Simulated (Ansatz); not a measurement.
# BiTe under several functionals and dispersion corrections (calculated)

Starting cell:

```xyz
2
Lattice="0.0000 3.2350 3.2350 3.2350 0.0000 3.2350 3.2350 3.2350 0.0000" Properties=species:S:1:pos:R:3 pbc="T T T"
Bi    3.2350    3.2350    3.2350
Te    0.0000    0.0000    0.0000
```

Ansatz, plane waves and PAW, scalar-relativistic (no spin–orbit coupling), 6×6×6 k-mesh. No spin polarisation. In the setting of the table the starting cell (space group Fm-3m) has 4.575 × 4.575 × 4.575 Å, angles 60.0 / 60.0 / 60.0°. Each functional was followed to zero pressure by scaling the cell, shape and atoms held, then fitted over four more volumes within ±4 % of it.

**Question.** What cell, stiffness and gap does each give?

**Answer.** 
```json
{"functional": "revPBE", "V0 (Å³/atom)": "35.30", "cell": "4.639 × 4.639 × 4.639 Å, angles 60.0 / 60.0 / 60.0°", "B0 (GPa)": "43", "B′ from the pressures": "4.1", "gap on the mesh": "zero (metallic on this mesh)", "cutoff (eV)": "420"}
{"functional": "BLYP + D3(BJ)", "V0 (Å³/atom)": "33.29", "cell": "4.549 × 4.549 × 4.549 Å, angles 60.0 / 60.0 / 60.0°", "B0 (GPa)": "49", "B′ from the pressures": "4.3", "gap on the mesh": "zero (metallic on this mesh)", "cutoff (eV)": "420"}
{"functional": "PBE + D4", "V0 (Å³/atom)": "33.00", "cell": "4.536 × 4.536 × 4.536 Å, angles 60.0 / 60.0 / 60.0°", "B0 (GPa)": "49", "B′ from the pressures": "–", "gap on the mesh": "zero (metallic on this mesh)", "cutoff (eV)": "420"}
{"functional": "PBE + D3(BJ)", "V0 (Å³/atom)": "33.00", "cell": "4.536 × 4.536 × 4.536 Å, angles 60.0 / 60.0 / 60.0°", "B0 (GPa)": "48", "B′ from the pressures": "–", "gap on the mesh": "zero (metallic on this mesh)", "cutoff (eV)": "420"}
{"functional": "rPW86-PBE + rVV10", "V0 (Å³/atom)": "35.47", "cell": "4.647 × 4.647 × 4.647 Å, angles 60.0 / 60.0 / 60.0°", "B0 (GPa)": "47", "B′ from the pressures": "4.0", "gap on the mesh": "zero (metallic on this mesh)", "cutoff (eV)": "420"}
```

The volumes span 7.5 %, from PBE + D4 to rPW86-PBE + rVV10. The stiffness doesn't follow the volume steadily: stiffest BLYP + D3(BJ) (49 GPa at 33.29 Å³/atom) and PBE + D4 (49 GPa at 33.00 Å³/atom), softest revPBE (43 GPa at 35.30 Å³/atom), yet rPW86-PBE + rVV10 is stiffer than revPBE in a larger cell (47 against 43 GPa). B′ is left blank where a third-order fit to these five points leaves it in doubt.

Points behind the fit for revPBE:

```json
{"V (Å³/atom)": "33.882", "E − Emin (meV/atom)": "8.26", "P (GPa)": "1.88"}
{"V (Å³/atom)": "34.588", "E − Emin (meV/atom)": "2.00", "P (GPa)": "0.88"}
{"V (Å³/atom)": "35.294", "E − Emin (meV/atom)": "0.00", "P (GPa)": "-0.02"}
{"V (Å³/atom)": "36.000", "E − Emin (meV/atom)": "1.84", "P (GPa)": "-0.84"}
{"V (Å³/atom)": "36.705", "E − Emin (meV/atom)": "7.12", "P (GPa)": "-1.58"}
```
